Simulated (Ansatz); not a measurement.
**ZnS: do energies and stresses tell the same story?**

Level of theory: DFT r2SCAN, scalar-relativistic, plane waves, PAW (Ansatz 0.2.0).

Cutoff 500 eV; k points 6×6×1 on the computed 16-atom cell (Γ-centred); Gaussian smearing, width 0.02 eV; no spin polarisation.

Relaxed cell: P6_3mc, a = 3.810 Å, b = 3.810 Å, c = 24.909 Å, α = 90.00°, β = 90.00°, γ = 120.00°, 16 atoms in the primitive cell.

Energies at zero smearing and pressures from the stress tensor, at volumes with shape and atoms relaxed:
```json
{"V (Å³/atom)": "17.222", "E − E(first) (meV/atom)": "0.00", "P (GPa)": "13.26"}
{"V (Å³/atom)": "17.809", "E − E(first) (meV/atom)": "-40.75", "P (GPa)": "9.10"}
{"V (Å³/atom)": "18.396", "E − E(first) (meV/atom)": "-67.44", "P (GPa)": "5.56"}
{"V (Å³/atom)": "18.983", "E − E(first) (meV/atom)": "-82.17", "P (GPa)": "2.56"}
{"V (Å³/atom)": "19.570", "E − E(first) (meV/atom)": "-86.75", "P (GPa)": "0.00"}
{"V (Å³/atom)": "20.157", "E − E(first) (meV/atom)": "-82.66", "P (GPa)": "-2.17"}
{"V (Å³/atom)": "20.745", "E − E(first) (meV/atom)": "-71.21", "P (GPa)": "-4.03"}
{"V (Å³/atom)": "21.527", "E − E(first) (meV/atom)": "-46.32", "P (GPa)": "-6.08"}
```

Problem. Check P = −dE/dV between neighbouring volumes, and get the bulk modulus from the pressures alone.

Solution. With 1 eV/Å³ = 160.2 GPa:
```tsv
middle V (Å³/atom)	−ΔE/ΔV (GPa)	mean P (GPa)
17.515	11.121	11.179
18.103	7.282	7.330
18.690	4.020	4.062
19.277	1.249	1.282
19.864	-1.115	-1.085
20.451	-3.126	-3.102
21.136	-5.094	-5.057
```

The two differ by 0.06 GPa at most. The mean of two end pressures misses the average over a step by about ΔV² P″/12, up to 0.06 GPa here; with that taken off 0.00 GPa remains. Around V = 19.570 Å³/atom, the two neighbours give B = −V ΔP/ΔV = 19.570 × 4.73 / 1.174 = 78.9 GPa, against B0 = 78.5 GPa from the Birch–Murnaghan fit of the energies.

Cost: 9 runs of about 37 core-minutes in all, on Intel Xeon Processor @ 2.50GHz (Skylake/Cascade Lake) (shared hosts).